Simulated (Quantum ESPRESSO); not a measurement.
Inputs of pw.x and gipaw.x (a modified build of Quantum ESPRESSO, PBE) for KZnF$_{3}$; the starting potential comes from an earlier run on another mesh:

```
&CONTROL
  calculation = 'scf'
  prefix = 'x'
  pseudo_dir = './pseudo'
  outdir = './out'
  tprnfor = .true.
/
&SYSTEM
  ibrav = 0
  nat = 5
  ntyp = 3
  ecutwfc = 45
  ecutrho = 180
  occupations = 'fixed'
  nbnd = 21
/
&ELECTRONS
  conv_thr = 1e-11
  startingpot = 'file'
/
ATOMIC_SPECIES
K 39.098 K.GGA_PBE-JTH.UPF
Zn 65.380 Zn.GGA_PBE-JTH.UPF
F 18.998 F.GGA_PBE-JTH.UPF
CELL_PARAMETERS angstrom
    4.027182900000     0.000000000000     0.000000000000
    0.000000000000     4.027182900000     0.000000000000
    0.000000000000     0.000000000000     4.087894200000
ATOMIC_POSITIONS crystal
K      0.000000000000     0.000000000000     0.000000000000
Zn     0.500000000000     0.500000000000     0.500000000000
F      0.000000000000     0.500000000000     0.500000000000
F      0.500000000000     0.000000000000     0.500000000000
F      0.500000000000     0.500000000000     0.000000000000
K_POINTS automatic
5 5 5 1 1 1
```

```
&INPUTGIPAW
  job = 'nmr'
  prefix = 'x'
  tmp_dir = './out/'
  restart_mode = 'from_scratch'
  pawproj(1) = .true.
  pawproj(2) = .true.
  pawproj(3) = .true.
  use_nmr_macroscopic_shape = .false.
/
```

The cell was made here from a computed Materials Project entry: strained by +1 % along the cube axis and by -0.5 % across it, atoms relaxed (PBE without dispersion, pw.x of Quantum ESPRESSO, symmetry kept). The parent is KZnF3 in Pm-3m; whether this form has been observed was not checked. Stability against distortions was not tested.

Problem. What does gipaw.x print for the total shieldings?

Solution. 
```
     Total NMR chemical shifts in ppm: ---------------------------------------
     (adopting the Simpson convention for anisotropy and asymmetry)-----------

     Atom  1  K   pos: (  0.000000  0.000000  0.000000)  Total sigma:        1194.21
          1194.7442         -0.0000         -0.0000
            -0.0000       1194.7442         -0.0000
            -0.0000          0.0000       1193.1501

     K       1    anisotropy:     -1.59    eta:    0.0000
     K       1    sigma_11=   1194.74
     K       1    sigma_22=   1194.74
     K       1    sigma_33=   1193.15

     Atom  2  Zn  pos: (  0.500000  0.500000  0.507538)  Total sigma:        1775.61
          1782.2085          0.0000          0.0000
             0.0000       1782.2085         -0.0000
            -0.0000         -0.0000       1762.4074

     Zn      2    anisotropy:    -19.80    eta:    0.0000
     Zn      2    sigma_11=   1782.21
     Zn      2    sigma_22=   1782.21
     Zn      2    sigma_33=   1762.41

     Atom  3  F   pos: (  0.000000  0.500000  0.507538)  Total sigma:         331.63
           353.0065         -0.0000         -0.0000
            -0.0000        321.6674         -0.0000
            -0.0000         -0.0000        320.2109

     F       3    anisotropy:     32.07    eta:    0.0681
     F       3    sigma_11=    321.67
     F       3    sigma_22=    320.21
     F       3    sigma_33=    353.01

     Atom  4  F   pos: (  0.500000  0.000000  0.507538)  Total sigma:         331.63
           321.6674          0.0000         -0.0000
            -0.0000        353.0065         -0.0000
            -0.0000          0.0000        320.2109

     F       4    anisotropy:     32.07    eta:    0.0681
     F       4    sigma_11=    321.67
     F       4    sigma_22=    320.21
     F       4    sigma_33=    353.01

     Atom  5  F   pos: (  0.500000  0.500000  0.000000)  Total sigma:         325.38
           313.9625         -0.0000         -0.0000
            -0.0000        313.9625         -0.0000
            -0.0000          0.0000        348.2036

     F       5    anisotropy:     34.24    eta:    0.0000
     F       5    sigma_11=    313.96
     F       5    sigma_22=    313.96
     F       5    sigma_33=    348.20
```
The printed anisotropy is 3/2 (σ_33 − σ_iso) in the program's own order; the axes are left out here. Anisotropies that symmetry doesn't fix are less certain than the isotropic values. These are absolute shieldings with no macroscopic susceptibility term; δ = σ_ref − σ needs a reference computed alike. In our sweeps, cutoffs and meshes of this size left a few ppm, and up to some 20 ppm on atoms from Zn on. The structure is static (0 K, no zero-point motion).
